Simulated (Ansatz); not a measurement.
Relaxed-ion elastic tensor of C in space group Ibam (No. 72; C on 8j, C on 4a) in GPa (Voigt order), PBEsol (plane waves, PAW; program Ansatz); density 3.53 g/cm³, 5.66 Å³ per atom.

```
      1     2     3    4    5    6
-  ----  ----  ----  ---  ---  ---
1   908   114  11.3  0.0  0.0  0.0
2   114  1030  30.2  0.0  0.0  0.0
3  11.3  30.2  1310  0.0  0.0  0.0
4   0.0   0.0   0.0  493  0.0  0.0
5   0.0   0.0   0.0  0.0  330  0.0
6   0.0   0.0   0.0  0.0  0.0  422
```

Is the crystal mechanically stable?

Yes: the smallest eigenvalue of C is 330 GPa.

Work out the Voigt, Reuss and Hill averages.

K_V = 395, K_R = 390, K_H = 393; G_V = 455, G_R = 437, G_H = 446 GPa.

Give Young's modulus, Poisson's ratio, Pugh's ratio and the universal anisotropy index.

E = 9KG/(3K + G) = 971 GPa; ν = 0.09; K/G = 0.88 (brittle by the Pugh limit of 1.75); A_U = 5G_V/G_R + K_V/K_R − 6 = 0.23.

Estimate the sound speeds and the Debye temperature.

v_l = √((K + 4G/3)/ρ) = 16700 m/s, v_t = √(G/ρ) = 11200 m/s, mean 12300 m/s; Θ = (h/k)(3n/4πV)^(1/3) v_m = 2050 K.

Solve the Christoffel equation for the three sound speeds along x, y, z.

Eigenvalues of C_ijkl n_j n_l equal ρv². In km/s, slowest first: x 9.67, 10.94, 16.05; y 10.94, 11.83, 17.06; z 9.67, 11.83, 19.30.

How much does each axis shrink under pressure?

Linear compressibilities β_i = Σ_j S_ij (j = 1 to 3): x 0.99, y 0.84, z 0.73 per TPa.

The start of the workflow was typed in or built on a structure type; neither database checked (COD, Materials Project) lists it. It is not the phase usual at ambient conditions (space group No. 194, 227). Symmetry was held in the PBEsol relaxation; its stability against distortions is not shown here. The volume moved by 18 % from the start of the relaxation.

Potentials: the earlier of the program's two PAW sets. The files were generated under PBE; for other functionals the program regenerates the frozen cores, and for LDA and PBEsol the local potential too.
